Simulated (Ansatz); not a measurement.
# Compressing ScIr2: a fit and a missing row

ScIr2, Fd-3m, a = 7.359 Å. The structure is a COD entry; whether it is the stable form wasn't checked. Ansatz: r2SCAN, PAW, 500 eV, Γ-centred 8×8×8 mesh on 6 atoms, Gaussian smearing 0.10 eV; no spin polarisation. Symmetry fixes shape and atoms, so the cell is only scaled; pressure is positive in compression.

```
V (Å³/atom) P (GPa)
     14.612        ?
     15.110    27.52
     15.609    16.77
     16.107     7.67
     16.605    -0.01
     17.103    -6.51
     17.601   -11.99
     18.265   -17.97
```

Q: Take V0 = 16.605 Å³/atom, count pressures from its P0 = -0.01 GPa, fit the third-order Birch–Murnaghan form to the other rows, and predict the missing pressure.

A: With the Eulerian strain f = ½[(V0/V)^(2/3) − 1] and y = (P − P0)/[3f(1 + 2f)^(5/2)], the form is the line y = B0 + 1.5 B0 (B0′ − 4) f. Rows (f, y): 0.03246, 241.6; 0.02105, 239.7; 0.01025, 237.4; -0.00975, 233.4; -0.01905, 231.0; -0.03077, 228.0. Means f = 0.0006983, y = 235.18; Σ(Δf)² = 0.003004, ΣΔfΔy = 0.6442; the slope is their ratio. y = 235.0 + 214.5 f GPa, so B0 = 235.0 GPa and B0′ = 4 + 2 × (214.5)/(3 × 235.0) = 4.61. At V = 14.612, f = 0.04449, y = 244.54 and P = 40.38 GPa. The run gave 40.25 GPa, so the fit is 0.13 GPa too high, a small miss on the scale of the series.

Spin–orbit coupling is left out, which can shift energies with elements as heavy as these.

Cost: 8 runs of about 3.6 core-minutes in all, on Arm Neoverse V2 (shared hosts).